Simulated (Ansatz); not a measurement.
InSn2Sb:
```xyz
4
Lattice="2.3424 1.3524 7.5516 -2.3424 1.3524 7.5516 0.0000 -2.7048 7.5516" Properties=species:S:1:pos:R:3 pbc="T T T"
In     0.0000     0.0000     0.1813
Sb     0.0000     0.0000    19.9183
Sn     0.0000     0.0000    11.1940
Sn     0.0000     0.0000     8.3513
```

This is the r²SCAN-relaxed structure.

Task: All from the program Ansatz at the r²SCAN level (PAW), unless another level is named. Estimate the electronic character.

Result: metallic (no gap).

Task: What about the formation energy from the elements (no fitted shifts)?

Result: 0.011 eV/atom.

Task: Give the density of states at the Fermi level.

Result: 0.24 states/eV per atom (mean over ±0.08 eV).

Space group R3m. The start of the workflow was typed in or built on a structure type; neither database checked (COD, Materials Project) lists it. Whether it is the stable phase at ambient conditions was not checked. Symmetry was held in the r²SCAN relaxation; whether a distortion lowers the energy is not shown. The volume moved by 33 % from the start of the relaxation. The references are the lowest solids computed at this level, not always the standard phases. Spin–orbit coupling is left out wherever it is not named.

Potentials: the earlier of the program's two PAW sets.
